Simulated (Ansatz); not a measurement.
All numbers below come from DFT PBE, scalar-relativistic, plane waves, PAW in Ansatz 0.2.0. The final run on the 6-atom cell used 420 eV, a Γ-centred 12×12×4 mesh, 0.10 eV smearing and no spin polarisation.

Energies over the elements count from the elements' standard structures at the same level (O₂ as a molecule), with no fitted energy shifts. The references include grey tin.

Task: Propose a candidate for a tetragonal metal made of O, Sn and Te, with a formation energy near −0.39 eV/atom and about 22 Å³ per atom, in a cell of 6 atoms.

Result: Sn3TeO2, space group P4/mmm (No. 123). Around Sn on a site of symmetry 4mm lie 4 O at 2.40 Å, 4 Sn at 3.13 Å and 1 Sn at 3.63 Å; Sn on a site of symmetry 4/mmm has 4 Sn at 3.13 Å, 8 O at 3.50 Å and 2 Sn at 3.63 Å; Te has 4 Te at 3.13 Å; O is surrounded by 4 Sn at 2.40 Å, 4 O at 3.13 Å and 4 Sn at 3.50 Å.

```xyz
6
Lattice="3.1309 0.0000 0.0000 0.0000 3.1309 0.0000 0.0000 0.0000 13.5554" Properties=species:S:1:pos:R:3 pbc="T T T"
Sn    1.5655    1.5655    3.1500
Sn    1.5655    1.5655    6.7777
Sn    1.5655    1.5655   10.4054
Te    0.0000    0.0000    0.0000
O     0.0000    0.0000    4.0649
O     0.0000    0.0000    9.4906
```

| Quantity | Value |
| --- | --- |
| Volume per atom | 22.1 Å³ |
| Density | 6.4 g/cm³ |
| Formation energy | −0.39 eV/atom |
| Gap on the 12×12×4 mesh of the 6-atom cell | 0 eV (a metal) |

The structure comes from a generated guess, relaxed at this level; another structure or a mixture of phases may lie lower. The answer needn't be unique; the calculation gave this one.

No dispersion correction is applied, so the spacing and binding between layers, chains or molecules are poorly described. Spin–orbit coupling, which can matter for Te, is left out. The reference form of Te is held partly by dispersion forces, which this level lacks. A structure relaxed within its symmetry needn't be a true minimum. Another cell of Sn3TeO2 relaxed alike, in P6/mmm, lies 33 meV/atom lower, so this cell isn't the stable form at this level.
